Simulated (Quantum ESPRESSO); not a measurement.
# Moving one atom in Hf3YFO7

These are calculations, not measurements. They come from pw.x of Quantum ESPRESSO 7.5, a plane-wave density functional program, with PseudoDojo standard norm-conserving files (v0.5 for PBE, v0.4.1 for LDA and PBEsol). The cells are made up: elements, strain and atom displacements were drawn at random, and nothing was relaxed. There is no spin polarisation, spin-orbit coupling or dispersion term.

The hafnium file is less sure than the others, with forces about 3 percent (worst 6) and pressure in oxides about 1.5 GPa (worst 2.7) from a second method in checks, which no rerun with the same files tests.

The cell has 12 sites of a fluorite lattice. Sites 1 to 4 hold Hf Hf Hf Y; sites 5 to 12 hold F O O O O O O O. Cell vectors in Å: (5.152, 0.000, 0.000); (0.000, 5.152, 0.000); (0.000, 0.000, 5.152). Settings: PBE, cutoff 1143 eV, 4 x 4 x 4 k mesh shifted by half a step, Fermi-Dirac smearing of 0.025 eV.

Each run shifts the Hf atom on site 3 along y and leaves all else fixed. Site 8 is one of its nearest neighbours. E is the free energy of the cell above the lowest run shown. The last column is band 49 less band 48 at Gamma, from a band step after each run.

| run | shift (Å) | Fy on site 3 (eV/Å) | Fy on site 8 (eV/Å) | P (GPa) | E (meV) | level step at Gamma (eV) |
| --- | --- | --- | --- | --- | --- | --- |
| 1 | -0.0671 | -0.188 | 0.307 | 2.61 | 0.0 | 3.129 |
| 2 | -0.0404 | -0.592 | 0.376 | 2.48 | 10.5 | 3.141 |
| 3 | -0.0215 | -0.871 | 0.420 | 2.42 | 24.3 | 3.147 |
| 5 | 0.0979 | -2.549 | 0.631 | 2.51 | 229.4 | 3.121 |
| 6 | 0.1198 | -2.854 | 0.658 | 2.62 | 288.5 | 3.079 |
| 7 | 0.1327 | -3.035 | 0.673 | 2.70 | 326.5 | 3.054 |
| 4 | -0.0102 | ? | ? | ? | ? | ? |

A rerun of one of these cells at 1437 eV and k mesh 6 x 6 x 6 moved values by no more than 0.003 eV in the cell's energy, 0.04 GPa in stress and 0.002 eV/Å in force.

## Worked fit

A parabola through the six runs shown gives Fy on site 3 = -1.179 - 14.44 u + 3.7 u² eV/Å, with u in Å and a scatter of 0.007 eV/Å. Minus the slope, 14.44 ± 0.15 eV/Å², is this atom's force constant along y at u = 0, with its periodic images moving too. The fitted force does not vanish within the range. The error is the larger of the fit's own and the change that a cubic makes, rounded up.

## Withheld run

Question: what Fy on site 3 should run 4 give?

The fit gives -1.031 eV/Å. The calculation gave -1.035 eV/Å.

| run | shift (Å) | Fy on site 3 (eV/Å) | Fy on site 8 (eV/Å) | P (GPa) | E (meV) | level step at Gamma (eV) |
| --- | --- | --- | --- | --- | --- | --- |
| 4 | -0.0102 | -1.035 | 0.445 | 2.39 | 35.1 | 3.150 |